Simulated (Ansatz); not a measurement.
Start of a relaxation, 1 CH3F a cell, donor, over a top H site (Si, Fd-3m (No. 227), (1 1 0) face):

```yaml
crystal:
  lattice:
    - [7.66719, 0.00000, 0.00000]
    - [0.00000, 5.42152, 0.00000]
    - [0.00000, 0.00000, 28.37127]
  atoms:
    - { symbol: Si, position: [0.25000, 0.00000, 0.34168] }
    - { symbol: Si, position: [0.75000, 0.00000, 0.34168] }
    - { symbol: Si, position: [0.50000, 0.25000, 0.34168] }
    - { symbol: Si, position: [0.00000, 0.25000, 0.34168] }
    - { symbol: Si, position: [0.50000, 0.50000, 0.40924] }
    - { symbol: Si, position: [0.00000, 0.50000, 0.40924] }
    - { symbol: Si, position: [0.75000, 0.75000, 0.40924] }
    - { symbol: Si, position: [0.25000, 0.75000, 0.40924] }
    - { symbol: Si, position: [0.75000, 0.00141, 0.47612] }
    - { symbol: Si, position: [0.25000, 0.00141, 0.47612] }
    - { symbol: Si, position: [0.00000, 0.24859, 0.47612] }
    - { symbol: Si, position: [0.50000, 0.24859, 0.47612] }
    - { symbol: Si, position: [0.00000, 0.50134, 0.54331] }
    - { symbol: Si, position: [0.50000, 0.50134, 0.54331] }
    - { symbol: Si, position: [0.25000, 0.74866, 0.54331] }
    - { symbol: Si, position: [0.75000, 0.74866, 0.54331] }
    - { symbol: Cl, position: [0.25000, 0.85696, 0.27470] }
    - { symbol: Cl, position: [0.75000, 0.85696, 0.27470] }
    - { symbol: Cl, position: [0.50000, 0.39304, 0.27470] }
    - { symbol: Cl, position: [0.00000, 0.39304, 0.27470] }
    - { symbol: H, position: [0.00000, 0.33793, 0.58616] }
    - { symbol: H, position: [0.50000, 0.33793, 0.58616] }
    - { symbol: H, position: [0.25000, 0.91207, 0.58616] }
    - { symbol: H, position: [0.75000, 0.91207, 0.58616] }
    - { symbol: C, position: [0.75000, 0.91207, 0.72227] }
    - { symbol: F, position: [0.75000, 0.91207, 0.67357] }
    - { symbol: H, position: [0.69665, 0.08964, 0.73530] }
    - { symbol: H, position: [0.66795, 0.75794, 0.73530] }
    - { symbol: H, position: [0.88541, 0.88864, 0.73530] }
```

Level of theory: Ansatz 0.2.0, DFT PBE+D3(BJ), scalar-relativistic, plane waves, PAW. Settings: cutoff 420 eV, Γ-centred mesh 2×3×1 on the computed 29-atom cell, Gaussian smearing of 0.05 eV; no spin polarisation. A dipole correction removes the field between periodic images along c.

Atoms 1, 2, 3, 4, 5, 6, 7, 8 (counted from 1) are held. The cell is fixed. Force threshold 0.04 eV/Å.

```tsv
step	E − E_final (eV)	largest force (eV/Å)
1	0.008	0.605
2	0.001	0.311
3	0.000	0.036
4	0.000	0.036
```

Q: What is the final structure?

A:
```xyz
29
Lattice="7.6672 0.0000 0.0000 0.0000 5.4215 0.0000 0.0000 0.0000 28.3713" Properties=species:S:1:pos:R:3 pbc="T T T"
Si    1.9168    0.0000    9.6938
Si    5.7504    0.0000    9.6938
Si    3.8336    1.3554    9.6938
Si    0.0000    1.3554    9.6938
Si    3.8336    2.7108   11.6106
Si    0.0000    2.7108   11.6106
Si    5.7504    4.0661   11.6106
Si    1.9168    4.0661   11.6106
Si    5.7504    0.0083   13.5032
Si    1.9168    0.0094   13.5063
Si   -0.0004    1.3478   13.5075
Si    3.8340    1.3478   13.5075
Si   -0.0027    2.7208   15.4112
Si    3.8363    2.7209   15.4111
Si    1.9168    4.0587   15.4100
Si    5.7504    4.0653   15.4093
Cl    1.9168    4.6483    7.7929
Cl    5.7504    4.6498    7.7919
Cl    3.8343    2.1301    7.7934
Cl   -0.0007    2.1301    7.7934
H    -0.0047    1.8381   16.6290
H     3.8383    1.8382   16.6290
H     1.9168    4.9427   16.6273
H     5.7504    4.9591   16.6140
C     5.7504    4.9413   20.5918
F     5.7474    4.9266   19.2021
H     5.3455    5.9017   20.9403
H     5.1244    4.1162   20.9593
H     6.7820    4.8176   20.9489
```

The end is the local minimum or symmetric point that this start leads to. The slab is only 5.8 Å thick, so the energy isn't converged with thickness.

Cost: 1 run of about 0.91 core-minutes, on AMD EPYC 9R45 (Zen 5) (shared hosts).